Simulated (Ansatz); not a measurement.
Sn (diamond, space group No. 227), a = b = c = 6.474 Å, α = β = γ = 90.00°; the cell used has 2 atoms.

Relaxed with LDA.

Q: Decompose the optical modes at the zone centre into irreducible representations, and say which are infrared and Raman allowed.

A: Point group m-3m: Γ_opt = T2g. Infrared: none. Raman: T2g.

Q: Assign frequencies (DFPT, LDA (plane waves, PAW; program Ansatz)).

A: T2g 185 cm⁻¹.

Space group Fd-3m (diamond). This is a known low-temperature phase of the composition, computed here at zero pressure and temperature. The LDA relaxation kept the symmetry of its start; its stability against distortions is not shown here. As this level gives no gap, phonon frequencies hold no LO–TO term and depend on the k-mesh and smearing (Fermi–Dirac, 0.1 eV here). Spin–orbit coupling is left out wherever it is not named.

Potentials: the earlier of the program's two PAW sets. The files were generated under PBE; for other functionals the program regenerates the frozen cores, and for LDA and PBEsol the local potential too.
